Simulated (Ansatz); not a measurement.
**Data sheet: SiNi (DFT)**

SiNi:
```cif
data_NiSi
_chemical_formula_sum 'Si1 Ni1'
_space_group_name_H-M_alt 'P 1'
_space_group_IT_number 1
_cell_length_a 3.35175
_cell_length_b 3.35175
_cell_length_c 3.35175
_cell_angle_alpha 60.000
_cell_angle_beta 60.000
_cell_angle_gamma 60.000
loop_
_space_group_symop_operation_xyz
  'x, y, z'
loop_
_atom_site_label
_atom_site_type_symbol
_atom_site_fract_x
_atom_site_fract_y
_atom_site_fract_z
_atom_site_occupancy
Si1 Si 0.00000 0.00000 0.00000 1
Ni1 Ni 0.50000 0.50000 0.50000 1
```

Space group Fm-3m (No. 225), rock salt; conventional cell a = b = c = 4.740 Å, α = β = γ = 90.00°.

Method: the program Ansatz at the PBE level (PAW). Geometry: relaxed at this level of theory. Other levels are named where they apply.

**Cell and energy**

```yaml
volume_per_atom: 13.31 Å³
density: 5.41 g/cm³
Formation energy from the elements (no fitted shifts): 0.019 eV/atom
```

**Electronic structure**

```yaml
electronic_character: metallic (no gap)
Density of states at the Fermi level: 0.62 states/eV per atom (mean over ±0.08 eV)
```

**Magnetism**

```yaml
magnetic_order: non-magnetic (starting moments vanished)
```

**Mechanics**

```yaml
Bulk modulus (Birch–Murnaghan fit): 141 GPa
Pressure derivative B′: 4.5
Elastic constants (relaxed ions, GPa): C11 = 228, C12 = 97.3, C44 = -36.2
mechanical_stability: unstable (C has a negative eigenvalue)
```

**Phonons**

```yaml
highest_zone_centre_frequency: 217 cm⁻¹
zone_centre_stability: no imaginary mode at Γ
```

**Charges**

```yaml
bader_charges: Si +0.42, Ni -0.42 e
```

The cell is a constructed one: a structure type filled with these elements; neither database checked (COD, Materials Project) lists it. It is not the phase usual at ambient conditions (space group No. 62). Symmetry was held in the PBE relaxation. The workflow began spin-polarised and lost its moments. As this level gives no gap, shear constants depend on the k-mesh and smearing (Fermi–Dirac, 0.1 eV here). As this level gives no gap, phonon frequencies hold no LO–TO term and depend on the k-mesh and smearing (Fermi–Dirac, 0.1 eV here). The references are the lowest solids computed at this level, not always the standard phases.

Potentials: the later of the program's two PAW sets.
